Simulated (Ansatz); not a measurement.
AlPd:
Space group Fm-3m (No. 225); a = b = c = 5.089 Å, α = β = γ = 90.00°

```tsv
atom	site	symmetry	x	y	z
Pd	4a	m-3m	0.0000	0.0000	0.0000
Al	4b	m-3m	0.5000	0.5000	0.5000
```
(The calculation used a cell of 2 atoms; values per cell refer to that cell.)

Relaxed with r²SCAN.

### Question
Which orbitals make up the states near the Fermi level in the program Ansatz at the r²SCAN level (PAW)?

### Answer
Within 0.5 eV of the Fermi level: Al 3p 51 %, Pd 4d 19 %, Al 3s 18 %, outside the projected shells 12 %. Projections are on Löwdin-orthogonalised atomic valence shells; empty p or d shells of many metals are not among them.

### Question
Tabulate the density of states.

### Answer
States/eV per cell of 2 atoms, in 0.25 eV bins, energy from the Fermi level.

```
E (eV)  total  Pd 4d  Al 3p  Al 3s
------  -----  -----  -----  -----
-7.85    0.35   0.03   0.15   0.15
-7.60    0.40   0.04   0.17   0.17
-7.35    0.48   0.08   0.19   0.19
-7.10    0.63   0.16   0.20   0.24
-6.85    1.01   0.41   0.21   0.35
-6.60    1.14   0.53   0.20   0.39
-6.35    1.57   0.83   0.19   0.52
-6.10    0.95   0.47   0.14   0.32
-5.85    0.02   0.01   0.00   0.01
-5.60    0.41   0.20   0.09   0.11
-5.35    1.03   0.62   0.26   0.13
-5.10    1.76   1.23   0.40   0.10
-4.85    3.16   2.62   0.45   0.07
-4.60    5.45   4.58   0.73   0.10
-4.35    6.76   5.76   0.88   0.08
-4.10    3.67   3.27   0.38   0.01
-3.85    2.08   1.92   0.15   0.00
-3.60    1.89   1.81   0.07   0.01
-3.35    2.26   2.21   0.04   0.01
-3.10    4.58   4.48   0.05   0.03
-2.85    3.07   2.91   0.08   0.07
-2.60    1.09   0.86   0.13   0.09
-2.35    0.85   0.58   0.17   0.08
-2.10    0.65   0.38   0.19   0.07
-1.85    0.50   0.25   0.19   0.05
-1.60    0.39   0.16   0.19   0.03
-1.35    1.01   0.43   0.49   0.03
-1.10    0.77   0.27   0.40   0.06
-0.85    0.69   0.20   0.37   0.07
-0.60    0.67   0.16   0.38   0.07
-0.35    0.68   0.14   0.38   0.08
-0.10    0.63   0.12   0.33   0.10
0.15     0.70   0.13   0.33   0.15
0.40     0.77   0.13   0.36   0.18
0.65     0.73   0.11   0.37   0.16
0.90     0.73   0.10   0.38   0.16
1.15     0.78   0.10   0.41   0.17
1.40     0.85   0.10   0.48   0.17
1.65     0.91   0.10   0.55   0.16
1.90     0.88   0.09   0.54   0.15
2.15     0.87   0.08   0.54   0.14
2.40     0.85   0.08   0.53   0.13
2.65     0.83   0.07   0.52   0.12
2.90     0.81   0.07   0.51   0.11
3.15     0.79   0.06   0.50   0.10
3.40     0.76   0.06   0.48   0.09
3.65     0.74   0.06   0.47   0.09
3.90     0.71   0.05   0.45   0.08
4.15     0.68   0.05   0.43   0.07
4.40     0.66   0.04   0.41   0.06
4.65     0.62   0.04   0.38   0.05
```

The start of the workflow was typed in or built on a structure type; neither database checked (COD, Materials Project) lists it. Its standing as an ambient phase is unchecked. Symmetry was held in the r²SCAN relaxation. At this level the phase is mechanically unstable. No spin polarisation was allowed. Scalar-relativistic: spin–orbit coupling is off unless named, which matters more the heavier the elements.

Potentials: the later of the program's two PAW sets.
